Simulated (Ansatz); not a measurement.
All numbers below come from DFT PBE, scalar-relativistic, plane waves, PAW in Ansatz 0.2.0. Settings: cutoff 420 eV, Γ-centred meshes spaced at most about 0.3 Å⁻¹, and about 0.25 Å⁻¹ or finer for metals (2π included), Gaussian smearing. No spin polarisation in the final relaxations.

All energies are static (0 K, no zero-point motion). All come from trial cells, and lower structures may exist.

Question: Order these relaxed structures of As3O2 by energy, lowest first, with the energy over the lowest of them.
A.

```
As O
1.0
     2.87654    1.66077    2.71903
    -2.87654    1.66077    2.71903
     0.00000   -3.32154    2.71903
As O
3 2
Direct
  0.29353 0.70647 0.00000
  0.00000 0.29353 0.70647
  0.70647 0.00000 0.29353
  0.33230 0.33230 0.33230
  0.66770 0.66770 0.66770
```

B.

```
As O
1.0
     3.18927    0.00000    0.00000
    -1.59464    2.76199    0.00000
     0.00000    0.00000   18.32443
As O
6 4
Direct
  0.33333 0.66667 0.95370
  0.66667 0.33333 0.45370
  0.33333 0.66667 0.54630
  0.66667 0.33333 0.04630
  0.33333 0.66667 0.75000
  0.66667 0.33333 0.25000
  0.33333 0.66667 0.18514
  0.66667 0.33333 0.68514
  0.33333 0.66667 0.31486
  0.66667 0.33333 0.81486
```

C.

```
As O
1.0
    -2.63912    2.66024    3.10801
     2.63912   -2.66024    3.10801
     2.63912    2.66024   -3.10801
As O
3 2
Direct
  0.00000 0.00000 0.00000
  0.22154 0.72154 0.50000
  0.77846 0.27846 0.50000
  0.23419 0.50000 0.73419
  0.76581 0.50000 0.26581
```

D.

```
As O
1.0
     0.00000    5.32530    5.91792
     2.63317    0.00000    5.91792
     2.63317    5.32530    0.00000
As O
6 4
Direct
  0.85548 0.14452 0.85548
  0.14452 0.85548 0.14452
  0.20878 0.50154 0.49846
  0.50154 0.20878 0.79122
  0.79122 0.49846 0.50154
  0.49846 0.79122 0.20878
  0.25000 0.25000 0.25000
  0.75000 0.75000 0.75000
  0.23702 0.76298 0.76298
  0.76298 0.23702 0.23702
```

Answer: A (0 meV/atom), C (55 meV/atom), D (76 meV/atom), B (89 meV/atom). Forms: A R32; C Immm; D Fmmm; B P6_3/mmc. Counting O atoms around As (those within 1.25 times the shortest such distance or 1.15 times the sum of covalent radii; a plus sign parts nearer from farther groups; the shortest distance is added where it exceeds 1.18 times the sum of covalent radii; a slash parts the counts of unlike sites): A has As 2; C has As 2/4+4 from 2.9 Å; D has As 2; B has As 3 from 3.1 Å/6 from 2.2 Å. B holds As–As nets (shortest 2.50 Å) (bonds between like non-metal atoms; other contacts aren't counted).

The k mesh leaves some 4 meV/atom of noise in the energy of each metallic cell. No dispersion correction is applied, so the spacing and binding between layers, chains or molecules are poorly described (Immm, P6_3/mmc), and this can change margins and order among such cells. In R32, Immm an odd number of electrons in the primitive cell allows no gap without spin; a larger cell or a magnetic state could open one. A magnetic state wasn't ruled out in cells without spin, among them R32, Immm. Cells relaxed within their symmetry can be saddle points. Some candidate types were left out of the draw beforehand, so a known form may be missing.
